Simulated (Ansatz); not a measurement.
A distorted cell of MoSi2 (MoSi2 type, space group I4/mmm):

```yaml
crystal:
  lattice:
    - [-1.60108, 1.60108, 3.90975]
    - [1.60108, -1.60108, 3.90975]
    - [1.60108, 1.60108, -3.90975]
  atoms:
    - { symbol: Mo, position: [0.00000, 0.00000, 0.00000] }
    - { symbol: Si, position: [0.34195, 0.34195, 0.00000] }
    - { symbol: Si, position: [0.66470, 0.66470, 0.00000] }
```

Calculation: r2SCAN (plane waves to 500 eV, PAW, scalar-relativistic; Ansatz, an electronic-structure program). k mesh 12×12×12 (Γ-centred), Fermi-Dirac smearing 0.05 eV. The energy includes the smearing's −TS. Stress and pressure are positive under compression. With partly filled bands, energies and forces of such displacements shift with the k mesh and the smearing. MoSi2 is run without spin polarisation. MoSi2 was relaxed with its symmetry unable to fall. The PAW data are Ansatz's earlier set.

**Question.** What forces act on the atoms (eV/Å, Cartesian)?

**Answer.** 
```csv
atom,Fx,Fy,Fz
Mo1,0.000,0.000,0.345
Si2,0.000,0.000,-0.694
Si3,0.000,0.000,0.349
```

**Question.** Give the stress tensor in GPa and the pressure.

**Answer.** 
```
    0.6      0.0      0.0
    0.0      0.6      0.0
    0.0      0.0      1.2
```
The pressure, a third of the trace, is 0.8 GPa.

**Question.** In it atom 2 sits (0.000, 0.000, 0.052) Å away from its relaxed site. What is its energy relative to the relaxed cell?

**Answer.** 18 meV/cell.

(A displaced cell: forces are minus the slopes of the energy, force constants its curvatures, and phonons follow from these.)
